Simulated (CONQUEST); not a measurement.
A self-consistent single point of ZnSe (I-4m2, 8 atoms in the cell; from Materials Project mp-1190, changed as shown) with CONQUEST.

Level of theory: PBE, numerical atomic orbitals double-zeta with polarisation (the shipped basis), PseudoDojo norm-conserving potentials made for PBE in CONQUEST.

The change in words: lattice vector a scaled by 1.01. Reference geometry (F-43m):
```yaml
crystal:
  lattice:
    - [5.66489, 0.00000, 0.00000]
    - [0.00000, 5.66489, 0.00000]
    - [0.00000, 0.00000, 5.66489]
  atoms:
    - { symbol: Zn, position: [0.00000, 0.00000, 0.00000] }
    - { symbol: Zn, position: [0.00000, 0.50000, 0.50000] }
    - { symbol: Zn, position: [0.50000, 0.00000, 0.50000] }
    - { symbol: Zn, position: [0.50000, 0.50000, 0.00000] }
    - { symbol: Se, position: [0.25000, 0.25000, 0.25000] }
    - { symbol: Se, position: [0.25000, 0.75000, 0.75000] }
    - { symbol: Se, position: [0.75000, 0.25000, 0.75000] }
    - { symbol: Se, position: [0.75000, 0.75000, 0.25000] }
```

Reference input (self-consistent single point, DFT, PBE, numerical atomic orbitals double-zeta with polarisation (the shipped basis), PseudoDojo norm-conserving potentials made for PBE): basis = DZP; Diag.MPMeshX, Y, Z = 3 3 3; potentials = PseudoDojo norm-conserving PBE; Grid.GridCutoff = 140 Ha; DM.SolutionMethod = diagon; Diag.SmearingType = 1; Diag.kT = 0.000367 Ha; Diag.GammaCentred = true; Diag.MPOrder = 0; minE.SCTolerance = 1.0e-07; SC.MaxIters = 100; SC.LinearMixingFactor = 0.5. This run's input differs from it in these lines:

```diff
@@ -29,3 +29,3 @@
 # file: coords.dat
-    10.705090626      0.000000000      0.000000000
+    10.812141721      0.000000000      0.000000000
      0.000000000     10.705090626      0.000000000
```

Log, with long lists cut:

```
    new_SC_potl: Starting.  Tolerance:  0.10000E-06

    PulayMixSC: Starting Pulay mixing, A_up =  0.500 A_dn =  0.500
    PulayMixSC: Spin non-polarised calculation.
          Harris-Foulkes Energy            :     -1321.258998185880500 Ha
          (TS=0 as O(N) or entropic contribution is negligible)
          DFT Total Energy                 :     -1321.134922037268780 Ha
          Total number of electrons        :       144.000000000008129
    PulayMixSC: Pulay iteration     1 residual:              0.99070E-03
          Harris-Foulkes Energy            :     -1321.204314512133806 Ha
   [... lines left out ...]
          (TS=0 as O(N) or entropic contribution is negligible)
          DFT Total Energy                 :     -1321.202700996362182 Ha
          Total number of electrons        :       144.000096028557323
    PulayMixSC: Pulay iteration     6 residual:              0.28405E-06
          Harris-Foulkes Energy            :     -1321.202700998830551 Ha
          (TS=0 as O(N) or entropic contribution is negligible)
          DFT Total Energy                 :     -1321.202700998785758 Ha
          Total number of electrons        :       144.000096017674167
    PulayMixSC: Pulay iteration     7 residual:              0.28665E-07
    PulayMixSC: Reached SCF tolerance of  0.28665E-07 after      7 iterations
      | Number of electrons      =       144.000096
      |* band energy as 2Tr[K.H] =      -218.134673215240184 Ha
      |  screened ion-ion energy =     -1090.370367659780868 Ha
      |  Ha correction           =         4.717151569162686 Ha
      |  XC correction           =       -17.414811662127136 Ha
      |* Harris-Foulkes energy   =     -1321.202700998830551 Ha
      |* DFT total energy        =     -1321.202700998785758 Ha
      |  estimated accuracy      =        -0.000000000044793 Ha

    force: Forces on atoms (Ha/a0)
    force:  Atom   X              Y              Z
    force:     1   0.0000000000  -0.0000000000  -0.0000000000
   [... zero for the other atoms too ...]

    force: Maximum force :        0.00000000(Ha/a0) on atom         3 in z direction
    force: Force Residual:        0.00000000 Ha/a0
    force: Total stress:         -3.57395101    -3.81257922    -3.81257922 GPa
    force: Average pressure:      3.73303648 GPa

    force: Finished force
    get_E_and_F: Change in energy during last step of electronic optimisation:  0.27082E-08
```

The run converged in 7 iterations. CONQUEST prints the stress tensor with tension positive. Against the reference run the free energy drops by 5.7 meV/atom and the pressure goes from 4.42 to 3.73 GPa.

The program uses no crystal symmetry, so grid and mesh can part values that symmetry would make equal. The atom-centred basis is finite, which shifts total energies and pressures against plane waves. The structure comes from a collection of computed structures, made at another level of theory; the collection holds predicted forms beside known ones.

Cost on one core: around 60 core-seconds (rough).
